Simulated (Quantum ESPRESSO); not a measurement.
TaRe2Sn3RuIr, input and log of a self-consistent run

Simulated, not a measurement. The program is pw.x of Quantum ESPRESSO 7.5 (plane-wave density functional theory). The cell is made up: eight metal atoms on a hexagonal close-packed lattice, with elements, volume, strain and displacements drawn at random and not relaxed, so it may be unstable or far from any real phase. PseudoDojo standard norm-conserving files set the functional (PBE unless stated); there is no spin polarisation or spin-orbit coupling, the Fermi-Dirac width of 0.25 eV means electrons at about 2900 K, and the masses in the input are unused placeholders. The tin pseudopotential is less sure than most, with forces differing by about three percent from a second method on plain tin. Heavy elements are run without spin-orbit coupling, which real alloys of them have. A spin test at this wide smearing found no moment, but such smearing suppresses magnetism that the real alloy may have.

Input:

```
&control calculation='scf', pseudo_dir='./dojo.nc.sr.pbe.v0_5.standard.upf', outdir='./o', disk_io='minimal', tprnfor=.true., tstress=.true. /
&system ibrav=0, nat=8, ntyp=5, nbnd=73, ecutwfc=84.00895049, nosym=.true., tot_charge=0,
 occupations='smearing', smearing='fd', degauss=0.0183746611
/
&electrons conv_thr=1.470e-08, electron_maxstep=70, mixing_beta=0.5 /
ATOMIC_SPECIES
Ir 1.0 Ir.upf
Re 1.0 Re.upf
Ru 1.0 Ru.upf
Sn 1.0 Sn.upf
Ta 1.0 Ta.upf
CELL_PARAMETERS angstrom
-2.9903 0.0 0.0
0.0 0.0 -5.0231
0.0 -10.3588 0.0
ATOMIC_POSITIONS angstrom
Ta -0.1153 -0.0613 0.1628
Re 0.1598 -5.3323 0.0238
Sn 0.1226 -3.3013 -2.4552
Ru -0.1103 -8.7034 -2.4929
Sn -1.5017 -2.6933 0.0652
Re -1.7767 -7.7923 -0.0889
Ir -1.5126 -0.7824 -2.5458
Sn -1.5046 -5.8893 -2.4506
K_POINTS automatic
8 5 3 1 1 1
```

The log is shortened where brackets say so; the opening notice, blank lines, dates and the lines on written files are dropped, and the path of the files is cut. It prints rydbergs, bohrs and kilobars, and counts compression as positive stress. Its total energy is the free energy E - TS of the whole cell.

```
     Program PWSCF v.7.5
     Parallel version (MPI & OpenMP), running on       4 processor cores
     Number of MPI processes:                 4
     Threads/MPI process:                     1
     [start-up lines left out]
     bravais-lattice index     =            0
     lattice parameter (alat)  =       5.6508  a.u.
     unit-cell volume          =    1050.0081 (a.u.)^3
     number of atoms/cell      =            8
     number of atomic types    =            5
     number of electrons       =       118.00
     number of Kohn-Sham states=           73
     kinetic-energy cutoff     =      84.0090  Ry
     charge density cutoff     =     336.0358  Ry
     scf convergence threshold =      1.5E-08
     mixing beta               =       0.5000
     number of iterations used =            8  plain     mixing
     Exchange-correlation= PBE
                           (   1   4   3   4   0   0   0)
     [axes and pseudopotential details left out]
   Cartesian axes
     site n.     atom                  positions (alat units)
         1        Ta     tau(   1) = (  -0.0385580  -0.0204996   0.0544427  )
         2        Re     tau(   2) = (   0.0534395  -1.7831990   0.0079591  )
         3        Sn     tau(   3) = (   0.0409992  -1.1040029  -0.8210547  )
         4        Ru     tau(   4) = (  -0.0368859  -2.9105441  -0.8336622  )
         5        Sn     tau(   5) = (  -0.5021904  -0.9006789   0.0218038  )
         6        Re     tau(   6) = (  -0.5941544  -2.6058589  -0.0297295  )
         7        Ir     tau(   7) = (  -0.5058355  -0.2616460  -0.8513527  )
         8        Sn     tau(   8) = (  -0.5031602  -1.9694679  -0.8195164  )
     number of k points=    60  Fermi-Dirac smearing, width (Ry)=  0.0184
                       cart. coord. in units 2pi/alat
        k(    1) = (  -0.0625000  -0.0481121  -0.0595310), wk =   0.0333333
        k(    2) = (  -0.0625000   0.1443362  -0.0595310), wk =   0.0333333
     [further k points left out]
     Dense  grid:   109361 G-vectors     FFT dimensions: (  36,  60, 120)
     Estimated max dynamical RAM per process >     441.30 MB
     Estimated total dynamical RAM >       1.65 GB
     Initial potential from superposition of free atoms
     starting charge     117.9929, renormalised to     118.0000
     Starting wfcs are   77 randomized atomic wfcs
     total cpu time spent up to now is       12.1 secs
     per-process dynamical memory:   350.3 Mb
     Self-consistent Calculation
     iteration #  1     ecut=    84.01 Ry     beta= 0.50
     Davidson diagonalization with overlap
     ethr =  1.00E-02,  avg # of iterations =  3.6
     total cpu time spent up to now is       41.0 secs
     total energy              =   -1381.35842286 Ry
     estimated scf accuracy    <       1.78778154 Ry
     iteration #  2     ecut=    84.01 Ry     beta= 0.50
     Davidson diagonalization with overlap
     ethr =  1.52E-03,  avg # of iterations =  3.0
     total cpu time spent up to now is       71.6 secs
     total energy              =   -1380.96355705 Ry
     estimated scf accuracy    <      23.06616889 Ry
     iteration #  3     ecut=    84.01 Ry     beta= 0.50
     Davidson diagonalization with overlap
     ethr =  1.52E-03,  avg # of iterations =  3.9
     total cpu time spent up to now is      101.7 secs
     total energy              =   -1381.66828155 Ry
     estimated scf accuracy    <      14.78756572 Ry
     iteration #  4     ecut=    84.01 Ry     beta= 0.50
     Davidson diagonalization with overlap
     ethr =  1.52E-03,  avg # of iterations =  2.1
     total cpu time spent up to now is      127.4 secs
     total energy              =   -1382.38359119 Ry
     estimated scf accuracy    <       0.89164162 Ry
     iteration #  5     ecut=    84.01 Ry     beta= 0.50
     Davidson diagonalization with overlap
     ethr =  7.56E-04,  avg # of iterations =  1.3
     total cpu time spent up to now is      150.3 secs
     total energy              =   -1382.36037526 Ry
     estimated scf accuracy    <       0.81817187 Ry
     [iterations 6 to 13 left out]
     iteration # 14     ecut=    84.01 Ry     beta= 0.50
     Davidson diagonalization with overlap
     ethr =  4.08E-10,  avg # of iterations =  2.5
     total cpu time spent up to now is      381.1 secs
     total energy              =   -1382.41723211 Ry
     estimated scf accuracy    <       0.00000036 Ry
     iteration # 15     ecut=    84.01 Ry     beta= 0.50
     Davidson diagonalization with overlap
     ethr =  3.09E-10,  avg # of iterations =  1.9
     total cpu time spent up to now is      405.2 secs
     total energy              =   -1382.41723210 Ry
     estimated scf accuracy    <       0.00000062 Ry
     iteration # 16     ecut=    84.01 Ry     beta= 0.50
     Davidson diagonalization with overlap
     ethr =  3.09E-10,  avg # of iterations =  1.4
     total cpu time spent up to now is      428.6 secs
     total energy              =   -1382.41723213 Ry
     estimated scf accuracy    <       0.00000043 Ry
     iteration # 17     ecut=    84.01 Ry     beta= 0.50
     Davidson diagonalization with overlap
     ethr =  3.09E-10,  avg # of iterations =  1.0
     total cpu time spent up to now is      450.8 secs
     total energy              =   -1382.41723215 Ry
     estimated scf accuracy    <       0.00000003 Ry
     iteration # 18     ecut=    84.01 Ry     beta= 0.50
     Davidson diagonalization with overlap
     ethr =  2.76E-11,  avg # of iterations =  1.9
     total cpu time spent up to now is      474.6 secs
     End of self-consistent calculation
     [lines on levels left out]
!    total energy              =   -1382.41723214 Ry
     estimated scf accuracy    <          6.3E-09 Ry
     smearing contrib. (-TS)   =      -0.12441030 Ry
     internal energy E=F+TS    =   -1382.29282184 Ry
     The total energy is F=E-TS. E is the sum of the following terms:
     one-electron contribution =    -316.91635885 Ry
     hartree contribution      =     230.06456403 Ry
     xc contribution           =    -308.46163450 Ry
     ewald contribution        =    -986.97939252 Ry
     convergence has been achieved in  18 iterations
     Forces acting on atoms (cartesian axes, Ry/au):
     atom    1 type  5   force =     0.00706456    0.07506871   -0.01555379
     atom    2 type  2   force =    -0.00353650   -0.02842918    0.01057056
     atom    3 type  4   force =    -0.01599960    0.03441927    0.00237211
     atom    4 type  3   force =    -0.00105962    0.00340003    0.00921946
     atom    5 type  4   force =     0.00427761    0.02465178   -0.00509123
     atom    6 type  2   force =     0.00400881   -0.01535281    0.00247902
     atom    7 type  1   force =    -0.00479562    0.00843559    0.01062553
     atom    8 type  4   force =     0.01004036   -0.10219340   -0.01462166
     Total force =     0.142403     Total SCF correction =     0.000360
     Computing stress (Cartesian axis) and pressure
          total   stress  (Ry/bohr**3)                   (kbar)     P=     -112.86
  -0.00047239   0.00001680  -0.00001596          -69.49        2.47       -2.35
   0.00001680  -0.00099175  -0.00001225            2.47     -145.89       -1.80
  -0.00001596  -0.00001225  -0.00083750           -2.35       -1.80     -123.20
     init_run     :     11.37s CPU     11.75s WALL (       1 calls)
     electrons    :    452.91s CPU    462.48s WALL (       1 calls)
     forces       :      4.44s CPU      4.48s WALL (       1 calls)
     stress       :     15.45s CPU     15.79s WALL (       1 calls)
     [timing details left out]
     PWSCF        :   8m 4.54s CPU   8m15.03s WALL
     JOB DONE.
```

In other units: free energy -18808.745 eV for the cell, pressure -11.29 GPa, largest force component 2.627 eV/Å in size. The run took 497 s of wall time with four MPI processes on a shared machine (Intel Xeon, older, virtual cores), so the time is rough. A rerun of this cell at a higher cutoff and on a denser mesh moved values by no more than 0.009 eV in energy, 0.05 GPa in stress and 0.013 eV/Å in force, and a second program with other atomic files agreed on that cell to 2 % rms in force and 0.5 GPa in pressure.